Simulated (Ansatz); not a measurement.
Total density of states per atom from the program Ansatz at the r²SCAN level (PAW), in 0.25 eV bins, energy from the Fermi level:

(E (eV), states/eV/atom): (-7.85, 0.00); (-7.60, 0.00); (-7.35, 0.01); (-7.10, 0.14); (-6.85, 0.34); (-6.60, 0.30); (-6.35, 0.32); (-6.10, 0.29); (-5.85, 0.39); (-5.60, 0.31); (-5.35, 0.36); (-5.10, 0.41); (-4.85, 0.40); (-4.60, 0.73); (-4.35, 0.80); (-4.10, 0.88); (-3.85, 0.99); (-3.60, 1.20); (-3.35, 1.13); (-3.10, 1.73); (-2.85, 1.71); (-2.60, 1.33); (-2.35, 1.37); (-2.10, 1.62); (-1.85, 1.95); (-1.60, 2.34); (-1.35, 2.82); (-1.10, 1.58); (-0.85, 1.01); (-0.60, 0.50); (-0.35, 0.48); (-0.10, 0.62); (0.15, 0.47); (0.40, 0.37); (0.65, 0.33); (0.90, 0.30); (1.15, 0.35); (1.40, 0.39); (1.65, 0.31); (1.90, 0.27); (2.15, 0.27); (2.40, 0.36); (2.65, 0.34); (2.90, 0.29); (3.15, 0.29); (3.40, 0.32); (3.65, 0.33); (3.90, 0.31); (4.15, 0.28); (4.40, 0.26); (4.65, 0.29)

**Question.** Which compound is it?
(A) Cs3Bi2, C2/c (Bi on 8f, Cs on 8f, Cs on 4e)
(B) Ni5Ge3, C2/c (Pearson symbol mS32)
(C) VGe3, A15 (Cr3Si type)
(D) GeRh, P-6m2 (Rh on 1a, Ge on 1f)

**Answer.** B, Ni5Ge3, C2/c (Pearson symbol mS32). Within 0.5 eV of the Fermi level: Ni 3d 70 %, Ge 4p 22 %. Projections are on Löwdin-orthogonalised atomic valence shells; empty p or d shells of many metals are not among them.

The workflow started from a Materials Project entry (that database holds measured and hypothetical structures alike); the Crystallography Open Database copy checked does not list it. Its standing as an ambient phase is unchecked. Symmetry was held in the r²SCAN relaxation; whether a distortion lowers the energy is not shown. The run is not spin-polarised. Spin–orbit coupling is left out wherever it is not named.

Potentials: the later of the program's two PAW sets.
